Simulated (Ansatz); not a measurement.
Relax this structure to zero stress and force, keeping its symmetry:

```
CELL_PARAMETERS angstrom
4.58035 0.00000 0.00000
0.00000 4.58035 0.00000
0.00000 0.00000 4.58035
ATOMIC_POSITIONS crystal
Li 0.50000 0.50000 0.50000
In 0.50000 0.00000 0.00000
In 0.00000 0.50000 0.00000
In 0.00000 0.00000 0.50000
```

Method: Ansatz, DFT LDA, scalar-relativistic, plane waves, PAW.

Plane waves to 420 eV, a k mesh through Γ of 10×10×10 on the computed 4-atom cell and Gaussian smearing (0.10 eV); no spin polarisation.

**Question.** What does it relax to?

**Answer.** The volume falls by 2.56 Å³/atom to 21.46 Å³/atom, and the energy falls by 34.1 meV/atom. Final structure:
Space group Pm-3m (No. 221). a = 4.411 Å, b = 4.411 Å, c = 4.411 Å, α = 90.00°, β = 90.00°, γ = 90.00°
```
atom site symmetry x y z
  Li    1b m-3m  0.5000  0.5000  0.5000
  In    3d    4/mm.m  0.5000  0.0000  0.0000
```

Course of the relaxation (steps run on the plane waves of an earlier cell, and the basis is chosen afresh near the end, so energy and pressure can step there; trial steps that raised the energy were taken back; energies are free energies):

| step | E − E_final (meV/atom) | P (GPa) | V (Å³/atom) |
| --- | --- | --- | --- |
| 1 | 34.1 | -3.81 | 24.02 |
| 2 | 0.2 | 0.60 | 21.19 |
| 3 | -0.2 | -0.15 | 21.53 |
| 4 | -0.3 | 0.00 | 21.46 |
| 5 | 0.0 | -0.01 | 21.46 |